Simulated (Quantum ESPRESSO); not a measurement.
Field gradients of ZrO2 from PBE PAW (JTH datasets; density from pw.x of a modified build of Quantum ESPRESSO, gradients reconstructed from it by a script). The input of pw.x:

```
&CONTROL
  calculation = 'scf'
  prefix = 'x'
  pseudo_dir = './pseudo'
  outdir = './out'
  tprnfor = .true.
/
&SYSTEM
  ibrav = 0
  nat = 12
  ntyp = 2
  ecutwfc = 45
  ecutrho = 180
  occupations = 'fixed'
  nbnd = 52
/
&ELECTRONS
  conv_thr = 1e-11
/
ATOMIC_SPECIES
Zr 91.224 Zr.GGA_PBE-JTH.UPF
O 15.999 O.GGA_PBE-JTH.UPF
CELL_PARAMETERS angstrom
    5.283400000000     0.000000000000     0.000000000000
    0.000000000000     5.074670000000     0.000000000000
    0.000000000000     0.000000000000     5.101110000000
ATOMIC_POSITIONS crystal
Zr     0.030270000000     0.733540000000     0.749060000000
Zr     0.969730000000     0.266460000000     0.249060000000
Zr     0.469730000000     0.733540000000     0.249060000000
Zr     0.530270000000     0.266460000000     0.749060000000
O      0.229880000000     0.463300000000     0.500840000000
O      0.770120000000     0.536700000000     0.000840000000
O      0.270120000000     0.463300000000     0.000840000000
O      0.729880000000     0.536700000000     0.500840000000
O      0.365030000000     0.932640000000     0.606110000000
O      0.634970000000     0.067360000000     0.106110000000
O      0.134970000000     0.932640000000     0.106110000000
O      0.865030000000     0.067360000000     0.606110000000
K_POINTS automatic
4 5 5 0 0 0
```
Geometry: a computed entry of the Materials Project; it was not checked against measured cells. It is ZrO2 in Pca2₁; whether this form has been observed was not checked. Stability against distortions was not tested. The run has no spin polarisation.

Vzz is the sum of three terms, each taken along its main axis: the smooth valence density, the ions (nucleus and frozen core) with the augmentation charges of all other spheres, and the all-electron minus smooth density in the atom's own sphere. The split hangs on the datasets.  Cores are frozen. Against all-electron runs on small test molecules, this scheme's |Vzz| missed by −2 to +6 % on O. Zr had no test against all-electron runs.

```
site                      smooth valence density  ions and other spheres  own sphere  Vzz (a.u.)
------------------------  ----------------------  ----------------------  ----------  ----------
Zr (atoms 1, 2, 3, 4)                     -0.016                   0.017         ___         ___
O1 (atoms 5, 6, 7, 8)                      0.106                  -0.061         ___         ___
O2 (atoms 9, 10, 11, 12)                   0.271                  -0.336         ___         ___
```

Q: What belongs in the gaps?

A: 
- Zr (atoms 1, 2, 3, 4), own sphere: -0.418
- Zr (atoms 1, 2, 3, 4), Vzz (a.u.): -0.417
- O1 (atoms 5, 6, 7, 8), own sphere: 0.164
- O1 (atoms 5, 6, 7, 8), Vzz (a.u.): 0.209
- O2 (atoms 9, 10, 11, 12), own sphere: -0.182
- O2 (atoms 9, 10, 11, 12), Vzz (a.u.): -0.247
